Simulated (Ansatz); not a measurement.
# How far is PAW off for CrO2?

```
CELL_PARAMETERS angstrom
4.42100 0.00000 0.00000
0.00000 4.42100 0.00000
0.00000 0.00000 2.91700
ATOMIC_POSITIONS crystal
Cr 0.00000 0.00000 0.00000
Cr 0.50000 0.50000 0.50000
O 0.30100 0.30100 0.00000
O 0.19900 0.80100 0.50000
O 0.69900 0.69900 0.00000
O 0.80100 0.19900 0.50000
```

Atoms are numbered in the order listed.

The cell is COD entry 9007540, as deposited and not checked against the literature; nothing was relaxed.

Semilocal functionals without U often leave such compounds metallic or with too small a gap, and the real magnetic order may differ.

Other magnetic orders may lie lower; this is the state that the run reached.

All numbers are computed: DFT, PBE, PAW with Ansatz's default frozen-core files, scalar-relativistic (Ansatz 0.2.0); DFT, PBE, all-electron LAPW, scalar-relativistic (Ansatz 0.2.0).

For PAW: a Γ-centred 6×6×9 k mesh, Fermi–Dirac smearing of 0.05 eV, cutoff 420 eV, spin-polarised from start moments Cr1 3, Cr2 3 μB. LAPW targets a basis error of 0.5 meV/atom. The Ansatz runs share mesh, smearing and spin set-up. Plane-wave (PAW) pressures include the program's estimate of the Pulay term.

Stress and pressure are positive in compression.

Levels count from the Fermi level.

PAW results:

```
                              quantity     PAW
                        pressure (GPa)    2.38
                       stress xx (GPa)    2.73
                       stress zz (GPa)    1.67
                 force on O3, x (eV/Å)   0.196
               moment of the cell (μB)   4.000
highest filled spin-up level at Γ (eV)  -0.660
  lowest empty spin-up level at Γ (eV)   1.176
highest filled spin-up level at M (eV)  -1.120
  lowest empty spin-up level at M (eV)   0.904
highest filled spin-up level at R (eV)  -0.687
  lowest empty spin-up level at R (eV)   0.930
```

**Question.** What does full-potential LAPW give for the same quantities?

**Answer.** 
```tsv
quantity	LAPW
pressure (GPa)	2.33
stress xx (GPa)	2.65
stress zz (GPa)	1.69
force on O3, x (eV/Å)	0.192
moment of the cell (μB)	4.000
highest filled spin-up level at Γ (eV)	-0.647
lowest empty spin-up level at Γ (eV)	1.202
highest filled spin-up level at M (eV)	-1.121
lowest empty spin-up level at M (eV)	0.913
highest filled spin-up level at R (eV)	-0.699
lowest empty spin-up level at R (eV)	0.935
```
